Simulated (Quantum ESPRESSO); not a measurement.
pw.x input (Quantum ESPRESSO 7.5; PBEsol, PseudoDojo standard norm-conserving files, scalar-relativistic):

```
&CONTROL
  calculation = 'scf'
  pseudo_dir = './pseudo'
  outdir = './out'
  tprnfor = .true.
  tstress = .true.
/
&SYSTEM
  ibrav = 0
  nat = 4
  ntyp = 2
  ecutwfc = 92.0
  ecutrho = 368.0
  occupations = 'smearing'
  smearing = 'fd'
  degauss = 0.002
  nbnd = 31
/
&ELECTRONS
  conv_thr = 4e-10
/
ATOMIC_SPECIES
Cu 63.5460 Cu.upf
I 126.9045 I.upf
CELL_PARAMETERS angstrom
  4.181883501327   0.000000000000   0.000000000000
 -2.090941750664   3.621617347816   0.000000000000
  0.000000000000   0.000000000000   6.897568231000
ATOMIC_POSITIONS crystal
Cu   0.666666667000   0.333333333000   0.873394190300
Cu   0.333333333667   0.666666666333   0.373394190300
I   0.666666667000   0.333333333000   0.501605809700
I   0.333333333667   0.666666666333   0.001605809700
K_POINTS automatic
9 9 4 0 0 0
```

End of the output:

```

[...]
     the Fermi energy is     8.1258 ev
!    total energy              =    -809.67371867 Ry
     estimated scf accuracy    <          1.8E-10 Ry
     smearing contrib. (-TS)   =      -0.00000000 Ry
     internal energy E=F+TS    =    -809.67371867 Ry
     The total energy is F=E-TS. E is the sum of the following terms:
     one-electron contribution =    -689.99889784 Ry
     hartree contribution      =     361.79498416 Ry
     xc contribution           =    -108.47625066 Ry
     ewald contribution        =    -372.99355434 Ry
     convergence has been achieved in  11 iterations
     Forces acting on atoms (cartesian axes, Ry/au):
     atom    1 type  1   force =     0.00000000    0.00000000    0.00038330
     atom    2 type  1   force =     0.00000000    0.00000000    0.00038330
     atom    3 type  2   force =     0.00000000    0.00000000   -0.00038330
     atom    4 type  2   force =     0.00000000   -0.00000000   -0.00038330
     Total force =     0.000767     Total SCF correction =     0.000002
     Computing stress (Cartesian axis) and pressure
          total   stress  (Ry/bohr**3)                   (kbar)     P=       -0.21
  -0.00000161  -0.00000000   0.00000000           -0.24       -0.00        0.00
  -0.00000000  -0.00000161   0.00000000           -0.00       -0.24        0.00
   0.00000000   0.00000000  -0.00000096            0.00        0.00       -0.14
```
In a gapped system the printed Fermi energy is only some level inside the gap.

Spin-orbit coupling is not included.

Geometry relaxed with PBEsol.
